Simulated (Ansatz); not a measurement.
Relaxed-ion elastic tensor of GaN (zinc blende, F-43m) in GPa (Voigt order), DFT-LDA in the program Ansatz with PAW potentials; density 6.29 g/cm³, 11.06 Å³ per atom.

```json
[
 {"": "1", "1": "289", "2": "159", "3": "159", "4": "0.0", "5": "0.0", "6": "0.0"},
 {"": "2", "1": "159", "2": "289", "3": "159", "4": "0.0", "5": "0.0", "6": "0.0"},
 {"": "3", "1": "159", "2": "159", "3": "289", "4": "0.0", "5": "0.0", "6": "0.0"},
 {"": "4", "1": "0.0", "2": "0.0", "3": "0.0", "4": "161", "5": "0.0", "6": "0.0"},
 {"": "5", "1": "0.0", "2": "0.0", "3": "0.0", "4": "0.0", "5": "161", "6": "0.0"},
 {"": "6", "1": "0.0", "2": "0.0", "3": "0.0", "4": "0.0", "5": "0.0", "6": "161"}
]
```

Is the crystal mechanically stable?

Yes: the smallest eigenvalue of C is 131 GPa.

Work out the Voigt, Reuss and Hill averages.

K_V = 202, K_R = 202, K_H = 202; G_V = 123, G_R = 101, G_H = 112 GPa.

Give Young's modulus, Poisson's ratio, Pugh's ratio and the universal anisotropy index.

E = 9KG/(3K + G) = 284 GPa; ν = 0.27; K/G = 1.80 (near the Pugh limit of 1.75, no verdict); A_U = 5G_V/G_R + K_V/K_R − 6 = 1.05.

Estimate the sound speeds and the Debye temperature.

v_l = √((K + 4G/3)/ρ) = 7480 m/s, v_t = √(G/ρ) = 4220 m/s, mean 4700 m/s; Θ = (h/k)(3n/4πV)^(1/3) v_m = 628 K.

Give the Zener ratio and Young's modulus along [100], [110] and [111].

A = 2C44/(C11 − C12) = 2.47; 1/E = S11 − 2(S11 − S12 − S44/2)Γ with Γ = 0, 1/4, 1/3 gives 177, 296, 382 GPa.

Solve the Christoffel equation for the three sound speeds along [100], [110], [111].

Eigenvalues of C_ijkl n_j n_l equal ρv² (piezoelectric stiffening left out). In km/s, slowest first: [100] 5.06, 5.06, 6.78; [110] 3.22, 5.06, 7.83; [111] 3.93, 3.93, 8.14.

Symmetry was held in the LDA relaxation; phonons on a q-mesh show no instability.

Potentials: the later of the program's two PAW sets.
